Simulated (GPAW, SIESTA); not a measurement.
Given: the input of a run of GPAW 26.7.0 (ASE script) on ScNbN. The cell comes from a database or a generator and needn't be the stable form of this composition.

File run.py:

```python
from ase import Atoms
from ase.dft.bandgap import bandgap
from ase.io import write
from ase.units import Bohr, GPa
from gpaw import GPAW, PW, setup_paths
from gpaw.elf import elf_from_dft_calculation

setup_paths.insert(0, '.')

atoms = Atoms(['Nb', 'Nb', 'Sc', 'Sc', 'N', 'N'],
              cell=[[3.1109744204, 0.0, 0.0],
                    [-1.5554872102, 2.6941828786, 0.0],
                    [0.0, 0.0, 10.357153]],
              scaled_positions=[[0.3333333333, 0.6666666667, 0.247431],
                                [0.6666666667, 0.3333333333, 0.752569],
                                [0.0, 0.0, 0.0],
                                [0.0, 0.0, 0.5],
                                [0.3333333333, 0.6666666667, 0.627811],
                                [0.6666666667, 0.3333333333, 0.372189]],
              pbc=True)

calc = GPAW(mode=PW(800),
            xc='PBEsol',
            kpts={'size': (10, 10, 3), 'gamma': True},
            occupations={'name': 'fermi-dirac', 'width': 0.05},
            nbands=53,
            convergence={'density': 1e-05, 'energy': 1e-05},
            maxiter=150,
            txt='gpaw.txt')
atoms.calc = calc
energy = atoms.get_potential_energy()
forces = atoms.get_forces()
stress = atoms.get_stress()
calc.write('gs.gpw')
write('result.traj', atoms)
print(f'Energy: {energy:.6f} eV')
print('Forces (eV/A):')
print(forces.round(4))
print('Stress (GPa):', (stress / GPa).round(3))
print('Fermi level:', round(calc.get_fermi_level(), 4), 'eV')
print(f'Gap: {bandgap(calc)[0]:.4f} eV, direct: {bandgap(calc, direct=True)[0]:.4f} eV')

# fields on the real-space grid
write('density.cube', atoms, data=calc.get_pseudo_density() * Bohr**3)
write('potential.cube', atoms, data=calc.get_electrostatic_potential())
write('elf.cube', atoms, data=elf_from_dft_calculation(calc).data)
```

Potentials or basis: PAW data sets generated in the run's folder for this functional, pw.

The run is started by

```console
$ gpaw-setup -f PBEsol N Nb Sc
$ OMP_NUM_THREADS=1 python run.py
```

**Question.** Set up the same calculation for SIESTA 5.4.2. Potentials or basis there: files PseudoDojo sr-pbesol-0.4.1-standard, DZP (energy shift 0.003 Ry; two zetas on semicore shells).

**Answer.** As run (cutoffs and basis follow the program's own potentials, and thresholds, step limits or extra output files can differ):

ScNbN.fdf

```
SystemName                      ScNbN
SystemLabel                     ScNbN
NumberOfSpecies                 3
NumberOfAtoms                   6
%block ChemicalSpeciesLabel
  1  41 Nb
  2  21 Sc
  3   7 N
%endblock ChemicalSpeciesLabel

LatticeConstant                 1.0 Ang
%block LatticeVectors
     3.1109744204     0.0000000000     0.0000000000
    -1.5554872102     2.6941828786     0.0000000000
     0.0000000000     0.0000000000    10.3571530000
%endblock LatticeVectors
AtomicCoordinatesFormat         Fractional
%block AtomicCoordinatesAndAtomicSpecies
     0.3333333333     0.6666666667     0.2474310000  1  Nb
     0.6666666667     0.3333333333     0.7525690000  1  Nb
     0.0000000000     0.0000000000     0.0000000000  2  Sc
     0.0000000000     0.0000000000     0.5000000000  2  Sc
     0.3333333333     0.6666666667     0.6278110000  3  N
     0.6666666667     0.3333333333     0.3721890000  3  N
%endblock AtomicCoordinatesAndAtomicSpecies

%block kgrid.MonkhorstPack
   10   0   0  0.0
    0  10   0  0.0
    0   0   3  0.0
%endblock kgrid.MonkhorstPack
XC.Functional                   GGA
XC.Authors                      PBEsol
PAO.BasisSize                   DZP
PAO.EnergyShift                 0.003 Ry
Mesh.Cutoff                     800 Ry
OccupationFunction              FD
ElectronicTemperature           0.05 eV
MaxSCFIterations                120
SCF.MustConverge                false
SCF.Mixer.Method                Pulay
SCF.Mixer.Weight                0.25
SCF.Mixer.History               8
SCF.DM.Tolerance                5.0e-05
SCF.H.Tolerance                 1.0e-03 eV
WriteForces                     true
Charge.Mulliken                 end
%block PAO.Basis
  Nb 5
  n=4 0 2
    3.366 0.000
  n=5 0 2
    9.113 0.000
  n=4 1 2
    3.905 0.000
  n=5 1 1
    9.113
  n=4 2 2
    7.312 0.000
  Sc 5
  n=3 0 2
    3.333 0.000
  n=4 0 2
    9.113 0.000
  n=3 1 2
    3.797 0.000
  n=4 1 1
    9.113
  n=3 2 2
    6.982 0.000
%endblock PAO.Basis
```

Potentials or basis: PseudoDojo 0.4 standard (PBEsol files), converted to PSML, two zetas on semicore shells, DZP (energy shift 0.003 Ry; two zetas on semicore shells).

Run with:

```bash
$ siesta < ScNbN.fdf > ScNbN.out 2>&1
```

Both were run:

|  | GPAW | SIESTA |
| --- | --- | --- |
| Pressure | -8.5 GPa | -6.0 GPa |

Pressure is positive in compression.
